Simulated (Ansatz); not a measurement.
All numbers below come from Ansatz, DFT PBE, scalar-relativistic, plane waves, PAW. Settings: cutoff 420 eV, Γ-centred meshes spaced at most about 0.3 Å⁻¹, and about 0.25 Å⁻¹ or finer for metals (2π included), Gaussian smearing. No spin polarisation in the final relaxations.

All energies are static (0 K, no zero-point motion).

Two forms of GaSb₂ were relaxed alike.

A. Space group P-3m1 (No. 164), trigonal, a = 3.390 Å, c = 7.814 Å. Ga has 6 Sb at 2.97 Å and 6 Ga at 3.39 Å; Sb has 3 Ga at 2.97 Å, 6 Sb at 3.39 Å and 3 Sb at 3.87 Å.

B. Space group P6/mmm (No. 191), hexagonal, a = 5.391 Å, c = 3.151 Å. Ga has 2 Ga at 3.15 Å and 12 Sb at 3.49 Å; Sb has 5 Sb at 3.11–3.15 Å and 6 Ga at 3.49 Å.

Question: Which would you expect to be lower, and how large is the difference?

Answer: B is lower, by 46 meV/atom. A has Ga and Sb ordered on fcc sites, space group P-3m1 (No. 164), 25.9 Å³/atom and no gap on its mesh; B has space group P6/mmm (No. 191), 26.4 Å³/atom and no gap. Counting Sb atoms around Ga (those within 1.25 times the shortest such distance or 1.15 times the sum of covalent radii; the shortest distance is added where it is long for a bond), A has Ga 6 and B has Ga 12 from 3.5 Å. Even the lower one lies +0.13 eV/atom against the reference forms of the elements (uncorrected), so neither is stable at this level. Both come from invented guesses. A third cell relaxed alike, in P-3m1, lies 83 meV/atom below the lower of the two.

No dispersion correction is applied, so the spacing and binding between layers, chains or molecules are poorly described (P-3m1), and this can change margins and order among such cells. These runs have no spin–orbit coupling, which can matter for Sb. Cells relaxed within their symmetry can be saddle points.
